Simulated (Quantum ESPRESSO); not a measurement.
Field gradients of MgI₂ from a PBE PAW density (pw.x of a modified build of Quantum ESPRESSO, JTH datasets) with the all-electron reconstruction of Petrilli and co-workers. The input of pw.x:

```
&CONTROL
  calculation = 'scf'
  prefix = 'x'
  pseudo_dir = './pseudo'
  outdir = './out'
  tprnfor = .true.
/
&SYSTEM
  ibrav = 0
  nat = 3
  ntyp = 2
  ecutwfc = 40
  ecutrho = 160
  occupations = 'fixed'
  nbnd = 16
/
&ELECTRONS
  conv_thr = 1e-11
/
ATOMIC_SPECIES
Mg 24.305 Mg.GGA_PBE-JTH.UPF
I 126.904 I.GGA_PBE-JTH.UPF
CELL_PARAMETERS angstrom
    4.153723000169     0.000000000000     0.000000000000
   -2.076861500085     3.597229638430     0.000000000000
    0.000000000000     0.000000000000     7.247844600000
ATOMIC_POSITIONS crystal
Mg     0.000000000000     0.000000000000     0.000000000000
I      0.333333333333     0.666666666667     0.232457007500
I      0.666666666667     0.333333333333     0.767542992500
K_POINTS automatic
6 6 3 0 0 0
```
The cell was made here from a computed Materials Project entry: strained by +2 % along the unique axis and by -1 % across it, atoms relaxed (PBE without dispersion, pw.x of Quantum ESPRESSO, symmetry kept). The parent is MgI2 in P-3m1; whether this form has been observed was not checked. Stability against distortions was not tested. The layers lie 3.9 Å apart; this gap hangs on dispersion, and neither it nor the stacking was checked against the measured crystal.

Vzz is the sum of three terms, each taken along its main axis: the smooth valence density, the ions (nucleus and frozen core) with the augmentation charges of all other spheres, and the all-electron minus smooth density in the atom's own sphere. The split hangs on the datasets.  Cores are frozen. I had no test against all-electron runs. Spin–orbit coupling is left out, a limit on I.

```
site            smooth valence density  ions and other spheres  own sphere  Vzz (a.u.)
--------------  ----------------------  ----------------------  ----------  ----------
I (atoms 2, 3)                   0.009                  -0.013           ?           ?
```

Question: Complete the blanks.

Answer: 
- I (atoms 2, 3), own sphere: -0.361
- I (atoms 2, 3), Vzz (a.u.): -0.365
